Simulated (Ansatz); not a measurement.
InP (zinc blende)

```yaml
crystal:
  lattice:
    - [0.00000, 5.95953, 5.95953]
    - [2.97977, 0.00000, 2.97977]
    - [2.97977, 2.97977, 0.00000]
  atoms:
    - { symbol: P, position: [0.37500, 0.75000, 0.75000] }
    - { symbol: P, position: [0.87500, 0.75000, 0.75000] }
    - { symbol: In, position: [0.00000, 0.00000, 0.00000] }
    - { symbol: In, position: [0.50000, 0.00000, 0.00000] }
```

The atoms are displaced by Q × the pattern below (from a DFPT mode at L = (0.5, 0.0, 0.0), largest move 1; Q in Å), at fixed cell. (q is in reciprocal vectors of the primitive cell; the cell shown is doubled to hold the pattern.)

```json
[
 {"atom": "P1", "x": "0.577", "y": "-0.577", "z": "-0.577"},
 {"atom": "P2", "x": "-0.577", "y": "0.577", "z": "0.577"},
 {"atom": "In3", "x": "-0.036", "y": "0.036", "z": "0.036"},
 {"atom": "In4", "x": "0.036", "y": "-0.036", "z": "-0.036"}
]
```

Level of theory: PBE (plane waves to 420 eV, PAW, scalar-relativistic; Ansatz, a quantum-chemistry and plane-wave program). k mesh 5×10×10 (Γ-centred), Fermi-Dirac smearing 0.05 eV. InP was relaxed with its symmetry unable to fall. 

| Q (Å) | −dE/dQ from forces (eV/Å) |
|---|---|
| -0.180 | 4.194 |
| -0.150 | 3.457 |
| -0.120 | 2.741 |
| -0.090 | 2.041 |
| -0.060 | 1.354 |
| -0.030 | 0.675 |
| 0.000 | 0.000 |
| 0.030 | -0.675 |
| 0.060 | -1.354 |
| 0.090 | -2.041 |
| 0.120 | -2.741 |
| 0.150 | -3.457 |
| 0.180 | -4.194 |

Question: What harmonic wavenumber does the curvature at Q = 0 give?

Answer: 312 cm⁻¹. E″ = 22.48 eV/Å², M = Σ mᵢ|uᵢ|² = 62.9 u, ν̃ = 521.5·√(|E″|/M).

(For displaced atoms, the force is minus the slope of the energy, and its curvature is a force constant, which sets phonon frequencies.)
